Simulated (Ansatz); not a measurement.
Crystals of one structure type (zinc blende) and one family of elements, relaxed and computed with DFT-LDA in the program Ansatz with PAW potentials.

```json
[
 {"crystal": "BN", "V (Å³/atom)": "5.73", "highest Γ mode, no LO–TO term (cm⁻¹)": "1067"},
 {"crystal": "AlN", "V (Å³/atom)": "10.23", "highest Γ mode, no LO–TO term (cm⁻¹)": "?"},
 {"crystal": "GaN", "V (Å³/atom)": "11.05", "highest Γ mode, no LO–TO term (cm⁻¹)": "553"},
 {"crystal": "AlP", "V (Å³/atom)": "20.06", "highest Γ mode, no LO–TO term (cm⁻¹)": "440"},
 {"crystal": "GaAs", "V (Å³/atom)": "21.98", "highest Γ mode, no LO–TO term (cm⁻¹)": "269"},
 {"crystal": "AlAs", "V (Å³/atom)": "22.29", "highest Γ mode, no LO–TO term (cm⁻¹)": "358"},
 {"crystal": "InP", "V (Å³/atom)": "24.72", "highest Γ mode, no LO–TO term (cm⁻¹)": "304"}
]
```

Problem. Fit a straight line to ln ω against ln V and predict the withheld value.

Solution. Least squares on the 6 shown rows: ln ω = -0.84 × ln V + (8.411), with a scatter of 13.7 %. For AlN this gives 638. The run itself gave 665, a miss of 4.1 % of that.

All cells were relaxed under the symmetry of their starts (and spin orders); stability against distortions was not tested throughout. Spin–orbit coupling is left out wherever it is not named.

Potentials: the earlier of the program's two PAW sets. The files were generated under PBE; for other functionals the program regenerates the frozen cores, and for LDA and PBEsol the local potential too.
